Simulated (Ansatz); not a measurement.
As:
```
As
1.0
    2.67212     0.00000     0.00000
    0.00000     2.67212     0.00000
    0.00000     0.00000     2.67212
As
1
Cartesian
  1.33606   1.33606   1.33606
```

Relaxed with LDA. Special points in fractions of this cell's reciprocal vectors: Γ (0.000, 0.000, 0.000); X (0.000, 0.500, 0.000); M (0.500, 0.500, 0.000); R (0.500, 0.500, 0.500).

List the band energies nearest the Fermi level at these points for LDA in the plane-wave PAW code Ansatz.

In eV from the Fermi level; about four levels below and three above (degenerate sets whole), none deeper than 8.9 eV; … stands for higher levels left out; points with the same levels are listed once.

```csv
k,below,above
Γ,–,4.18 4.18 4.18
X,-7.25,6.57 6.57 11.58
M,-8.67 -4.47 -4.47,2.32 8.83 …
R,-4.89 -1.93 -1.93 -1.93,…
```

Space group Pm-3m. The workflow started from a Materials Project entry (that database holds measured and hypothetical structures alike); the Crystallography Open Database copy checked does not list it. It is not the phase usual at ambient conditions (space group No. 166). The LDA relaxation kept the symmetry of its start; whether a distortion lowers the energy is not shown. Spin–orbit coupling is left out wherever it is not named.

Potentials: the later of the program's two PAW sets.
